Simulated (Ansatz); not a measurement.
**A vibration from a frozen displacement in TiC**

Computed with DFT PBEsol, scalar-relativistic, plane waves, PAW (Ansatz). Cutoff 420 eV, Γ-centred 18×18×18 k-points, Gaussian smearing of 0.15 eV. No spin polarisation. Energies are free energies at this smearing, counted from the undisturbed cell; pressure is positive in compression.

The undisturbed cell (as given, not relaxed at this level; it stands at -6.1 GPa):

```
CELL_PARAMETERS angstrom
0.00000 2.16400 2.16400
2.16400 0.00000 2.16400
2.16400 2.16400 0.00000
ATOMIC_POSITIONS crystal
Ti 0.00000 0.00000 0.00000
C 0.50000 0.50000 0.50000
```

Every Ti atom is moved by x along the Cartesian unit vector (0.000, 0.000, -1.000); the cell and all other atoms stay fixed. The cell's volume is 20.27 Å³; the moved atoms weigh 47.867 u together and the others 12.011 u. Some rows repeat others by symmetry and weren't run.

```csv
x (Å),ΔE (meV/cell),total force on the moved atoms along the move (eV/Å),pressure (GPa)
-0.2000,187.17,1.9769,-1.2411
-0.1750,141.67,1.6683,-2.4254
-0.1500,103.50,1.3904,-3.4352
-0.1250,71.92,1.1402,-4.2800
-0.1000,46.30,0.9116,-4.9629
-0.0750,26.25,0.6928,-5.4852
-0.0500,11.72,0.4676,-5.8545
-0.0250,2.93,0.2347,-6.0755
0.0000,0.00,0.0000,-6.1491
0.0250,2.93,-0.2347,-6.0755
0.0500,11.72,-0.4676,-5.8545
0.0750,26.25,-0.6928,-5.4852
0.1000,46.30,-0.9116,-4.9629
0.1250,71.92,-1.1402,-4.2800
0.1500,103.50,-1.3904,-3.4352
0.1750,141.67,-1.6683,-2.4254
0.2000,187.17,-1.9769,-1.2411
```

Task: What frequency belongs to this motion?

Result: The force constant is k = −dF/dx = 9.388 eV/Å², from the parabola through x = -0.0250, 0 and 0.0250. In every cell the moved atoms swing against the rest, so the mass is μ = m₁m₂/(m₁ + m₂) = 9.602 u, and ν̃ = 521.5 cm⁻¹ × √(|k|/μ) = 516 cm⁻¹, at this cell's pressure of -6.1 GPa. To first order in x, and within 1 %, the force on every atom lies along the move and, within each of the two groups, in proportion to the atom's mass, so this is itself a mode at the zone centre of this cell.

Task: How far does the harmonic law reach?

Result: At x = -0.200 Å, kx²/2 = 187.76 meV against the computed 187.17 meV (-0.3 %): the well is still close to harmonic there.

Task: The pressure changes with x². What does that say about the frequency under compression?

Result: With E = k(V)x²/2, k ∝ V^(−2γ) and x scaling with the cell as V^(1/3), P − P0 = −∂E/∂V = (2γ − 2/3) ΔE/V. At x = 0.0500 Å, V(P − P0) = 20.27 × 0.29463 / 160.2 eV = 37.27 meV and ΔE = 11.72 meV, so γ = 1/3 + V(P − P0)/(2ΔE) = 1.92. This is the Grüneisen parameter of the motion under uniform scaling of the cell: shrinking the cell evenly by 1 % in volume raises the frequency by about 1.92 %.

In a metal these slopes depend on the k mesh and the smearing.